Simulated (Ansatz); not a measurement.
**Band structure of Hf**

```xyz
2
Lattice="3.1967 0.0000 0.0000 -1.5983 2.7684 0.0000 0.0000 0.0000 5.0578" Properties=species:S:1:pos:R:3 pbc="T T T"
Hf    0.0000    1.8456    1.2645
Hf    1.5983    0.9228    3.7934
```

Atom numbers follow the list: Hf1, Hf2.

Conventional cell: a = 3.197 Å, b = 3.197 Å, c = 5.058 Å, α = 90.00°, β = 90.00°, γ = 120.00°. Around Hf (atom 1) lie 12 Hf at 3.13 to 3.20 Å.

The cell comes from COD entry 9008501, which wasn't checked; take it as a given geometry.

No spin–orbit coupling, which matters for the heavy atoms here.

Level of theory: DFT, PBEsol, all-electron LAPW, scalar-relativistic (Ansatz 0.2.0).

The runs use a Γ-centred 13×13×7 k mesh, Fermi–Dirac smearing of 0.05 eV, basis error target 0.5 meV/atom, no spin polarisation.

Points in fractions of the reciprocal vectors of this cell: Γ (0, 0, 0), M (0.5, 0, 0), K (0.333, 0.333, 0), A (0, 0, 0.5), L (0.5, 0, 0.5), H (0.333, 0.333, 0.5). The path joins them by straight lines in the order Γ–M–K–Γ–A–L–H–A–L; legs that retrace an earlier one aren't tabulated. Energies are in eV from the Fermi level.

Problem. List the levels at M between -20 and 4.5 eV.

Solution. -11.87, -11.85, -11.84, -11.83 (×2), -11.81 (×2), -11.80 (×3), -11.79, -11.78 (×2), -11.77, -3.36, -2.76, -2.23, -0.79, 0.76, 0.86, 1.66.

Problem. List the levels at K between -20 and 4.5 eV.

Solution. -11.86, -11.84 (×3), -11.83 (×2), -11.81 (×2), -11.80, -11.80 (×3), -11.77 (×2), -2.14, -1.80 (×2), -1.44, 0.36 (×2), 2.02.

Problem. List the levels at H between -20 and 4.5 eV.

Solution. -11.83 (×4), -11.82 (×2), -11.81 (×6), -11.77 (×2), -1.77 (×2), -1.46 (×2), -0.19 (×2), 2.50 (×2).

Problem. What is the band gap?

Solution. none: bands cross the Fermi level, a metal.
